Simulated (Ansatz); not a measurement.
The geometry is COD entry 1010283, unchecked; take it as a test cell. It differs from other determinations. The listed cell was then made from it by scaling, straining or moving an atom.

An input for Si2W: DFT, LDA, PAW with Ansatz's default frozen-core files, scalar-relativistic (Ansatz 0.2.0). The PAW files were made with PBE; their cores are remade for this functional.

Command: `ansatz run input.yaml --threads 1 --pin off --max-ram 6144MiB --backend cpu --events-out ev --progress --plain --runs-dir out` The run took 13 s on 1 thread of Arm Neoverse V2, on a shared host, peak memory 0.54 GiB.

```yaml
crystal:
  lattice:
    - [-1.6113355874, 1.6113355874, 3.9530897972]
    - [1.6113355874, -1.6113355874, 3.9530897972]
    - [1.6113355874, 1.6113355874, -3.9530897972]
  atoms:
    - { symbol: Si, position: [0.333, 0.333, 0.0] }
    - { symbol: Si, position: [0.667, 0.667, 0.0] }
    - { symbol: W, position: [0.0, 0.0, 0.0] }
kpoints:
  mp_grid: { grid: [11, 11, 14] }
scf:
  occupations: { method: fermi_dirac, width: 0.05 }
hamiltonian:
  xc: lda
  pseudopotentials: { kind: paw }
output:
  forces: true
  stress: true
  eigenvalues: true
  efg: { contact_densities: true }
```

The results part of the log:

```
SCF 1 converged in 6 iterations: F = -11348.407417 eV  dr2 = 1.65e-9
  greatest PAW one-centre occupation: 1.000 electrons in one spin orbital (limit 2), on the W atom at site 2 (counted from 0), in its partial waves of l = 0
SCF converged after 6 iterations
Free energy (F): -11348.407417 eV
Harris-Foulkes:  -11348.407417 eV  (|F-HF|=5.57e-10)
Internal energy: -11348.405139 eV  (E = F + TS)
E sigma→0 (E₀):  -11348.406278 eV
Entropy (-TS):   -0.002279 eV (-0.760 meV/atom)
Fermi energy:    16.193166 eV
--- Per-component energies (eV) ---
  E_band       = -91.521399
  E_kinetic    = 540.641180
  E_local      = -965.794434  (includes V_loc(G=0)·N_el)
  E_nonlocal   = 58.400133
  E_hartree    = 375.316194
  E_xc         = -378.969889
  E_vxc        = -338.902692  (∫ρ·V_xc dr)
  E_paw        = -9282.093057  (= ΣΔE_a)
  E_vpaw       = -136.498135  (= ΣTr[D̂ρ^β])
  E_aug_tail   = -0.000072  (compensation charges beyond the density's cutoff)
  E_ewald      = -1696.357008
  E_core_change = 0.451814  (= ΣΔE_core)
  E_smearing   = -0.002279  (= −TS)
  E_closure    = 0.000000  (closes the sum)
  Σ components = -11348.407417   (vs F -11348.407417, Δ=0.00e0)
--- Forces (eV/Å), atoms counted from 1 ---
  atom   1  Si    -0.00046069    -0.00046069     0.34699214
  atom   2  Si     0.00046069     0.00046069    -0.34699214
  atom   3  W      0.00000000     0.00000000    -0.00000000
  max |Σ_I F_I| component: 5.55e-17 eV/Å
--- Stress (GPa, compression-positive) ---
       -8.167145       0.046553       0.001226
        0.046553      -8.167145       0.001226
        0.001226       0.001226     -11.544485
  P = ⅓ Tr σ = -9.2929 GPa (-92.929 kbar)
--- PAW observables at the nuclei: V_zz in 10²¹ V/m², potentials from the cell's mean, atoms counted from 1 ---
  atom   1  Si V_zz =    -0.878842   η = 0.0186   by run symmetry: allowed
            electrostatic potential = -1370.315917 V   contact ρ = 12691.650913 e/Å³
  atom   2  Si V_zz =    -0.878842   η = 0.0186   by run symmetry: allowed
            electrostatic potential = -1370.315917 V   contact ρ = 12691.650913 e/Å³
  atom   3  W  V_zz =   -14.630523   η = 0.0011   by run symmetry: allowed
            electrostatic potential = -14812.895945 V   contact ρ = 8788616.338702 e/Å³
--- Band table (eV; the first three rows and the last of 468) ---
  k-point 0: bands = ["-57.6268", "-21.9139", "-21.8667", "-21.8666", "2.2770", "9.4890", "12.3556", "12.9372", "13.3833", "13.3837", "16.8373", "18.7850", "19.2005", "19.3794", "19.3797"]
  k-point 1: bands = ["-57.6261", "-21.9119", "-21.8768", "-21.8756", "2.4401", "9.6397", "11.8912", "12.9781", "12.9786", "13.8673", "16.0801", "18.5609", "19.4810", "19.4866", "19.6412"]
  k-point 2: bands = ["-57.6241", "-21.9064", "-21.9045", "-21.9006", "2.9176", "10.0455", "11.2758", "12.1032", "13.1091", "14.3753", "14.6126", "18.4293", "19.7346", "19.7456", "20.2279"]
  k-point 467: bands = ["-57.6264", "-21.9281", "-21.8718", "-21.8715", "4.4695", "5.4655", "12.3793", "13.3631", "15.3101", "15.4307", "15.5889", "15.6452", "17.1027", "20.5730", "20.9675"]
```
